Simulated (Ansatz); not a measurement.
BaZrO3 (cubic perovskite)

```xyz
5
Lattice="4.1806 0.0000 0.0000 0.0000 4.1806 0.0000 0.0000 0.0000 4.1806" Properties=species:S:1:pos:R:3 pbc="T T T"
Ba     0.0000     0.0000     0.0000
Zr     2.0903     2.0903     2.0903
O      0.0000     2.0903     2.0903
O      2.0903     2.0903     0.0000
O      2.0903     0.0000     2.0903
```

E(V) scan at fixed shape, V₀ the volume above. Symmetry pins the atoms to their sites.

These are PBEsol (plane waves to 420 eV, PAW, scalar-relativistic; Ansatz, a program for electronic structure) values and carry that method's errors. k mesh 8×8×8 (Γ-centred), Fermi-Dirac smearing 0.05 eV. Energies are smeared free energies. Stress and pressure are positive under compression. BaZrO3 is run without spin polarisation. BaZrO3 was relaxed with its symmetry unable to fall. The zero of ΔE is the relaxed starting cell.

```tsv
V (Å³/atom)	ΔE (meV/atom)
12.275	260.4
12.742	155.8
13.210	82.2
13.678	34.3
14.145	8.1
14.613	0.0
15.080	7.1
15.548	27.1
16.016	57.9
16.483	withheld
16.951	145.1
```

Q: Fit a third-order Birch-Murnaghan form (E₀, V₀, B₀, B₀′ free) to the given rows and predict ΔE at V = 16.483.

A: Least squares on the 10 given rows: ΔE = E₀ + (9V₀B₀/16)·y²·[2 + (B₀′ − 4)y], y = (V₀/V)^(2/3) − 1, with V₀ = 14.614 Å³/atom, B₀ = 162.7 GPa (160.2 GPa = 1 eV/Å³; the term in eV is multiplied by 1000), B₀′ = 4.42, E₀ = 0.00 meV/atom; root-mean-square residual 0.05 meV/atom. At 16.483 the fit gives 97.6 meV/atom; the calculation gives 97.7 meV/atom, so the interpolation is off by -0.1 (-0.1 %). For the pressure the fit gives -15.0 GPa against the computed -15.0 GPa.

(A scan under strain: stresses follow from slopes of the energy per volume, elastic moduli from its curvatures.)
